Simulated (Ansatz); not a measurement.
# In₂Bi: reading a single point

```
In Bi
1.0
     5.46318    0.00000    0.00000
    -2.73159    4.73125    0.00000
     0.00000    0.00000    6.52469
In Bi
4 2
Direct
  0.00000 0.00000 0.00000
  0.00000 0.00000 0.50000
  0.33330 0.66670 0.75000
  0.66660 0.33330 0.25000
  0.33330 0.66670 0.25000
  0.66660 0.33330 0.75000
```

Method: r2SCAN, spin-orbit coupling; PAW, plane waves to 500 eV, 7×7×5 Γ-centred mesh, fermi-dirac occupations (width 0.1 eV) (Ansatz 0.2.0), atoms fixed.

The state carries no moments; the state need not be the lowest.

Question: How is the charge shared?

Answer: Bader charges in e: In +0.17 to +0.20, Bi -0.37. In the mean In gives up most and Bi takes most.

Question: What happens at the Fermi level?

Answer: It is a metal, with about 3.2 states/eV a cell as the mean within 0.25 eV of the Fermi level, mostly In p (48 %), Bi p (30 %) and In s (15 %).

Question: Is it stable against the elements?

Answer: 0.03 eV an atom against the elements' usual phases (free molecules for gases, crystals otherwise, with no correction for O₂ or N₂), too near zero to call. Relaxing would lower it.

Question: Is the cell too large or too small?

Answer: The pressure is 1.9 GPa (compression positive), so with the atoms held at these fractions the cell would first expand. The principal stresses 0.9, 2.3, 2.3 GPa differ, so its shape would change too.

Origin: a database entry at a rescaled volume.
